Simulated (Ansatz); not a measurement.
Ce (fcc, Cu type), conventional cell a = b = c = 4.732 Å, α = β = γ = 90.00°. The calculation uses the primitive cell of 1 atom, to which meshes and values per cell refer.

Two coordinates are scanned: the volume, and the ratio of the stretch along z (the conventional c axis) to the stretch across it. Atoms keep their fractional coordinates.

Level of theory: PBE (plane waves to 420 eV, PAW, scalar-relativistic; Ansatz, an electronic-structure program). k mesh 17×17×17 (Γ-centred), Fermi-Dirac smearing 0.05 eV. The energy includes the smearing's −TS. With partly filled bands, the response to shear is sensitive to the k mesh, so small differences along c/a are uncertain. Ce is run without spin polarisation. Ce was relaxed with its symmetry unable to fall. The relaxed volume of Ce is well below the measured one. The filling of the f shell was not checked against other fillings, so treat energies with care. ΔE is measured from the relaxed starting cell.

Q: Estimate the ΔE (kJ/mol of atoms) for all points of the grid V/V₀ = 0.960, 0.980, 1.000, 1.020, 1.040 by (c/a)/(c/a)₀ = 0.920, 0.960, 1.000, 1.040, 1.080.

A: ΔE (kJ/mol of atoms), with V/V₀ across and (c/a)/(c/a)₀ down:

| (c/a)/(c/a)₀ \ V/V₀ | 0.960 | 0.980 | 1.000 | 1.020 | 1.040 |
|---|---|---|---|---|---|
| 0.920 | 2.1 | 1.7 | 1.5 | 1.7 | 2.0 |
| 0.960 | 0.8 | 0.4 | 0.3 | 0.4 | 0.8 |
| 1.000 | 0.5 | 0.1 | 0.0 | 0.1 | 0.5 |
| 1.040 | 0.7 | 0.3 | 0.2 | 0.3 | 0.7 |
| 1.080 | 1.2 | 0.9 | 0.8 | 0.9 | 1.3 |

(A scan under strain: stresses follow from slopes of the energy per volume, elastic moduli from its curvatures.)
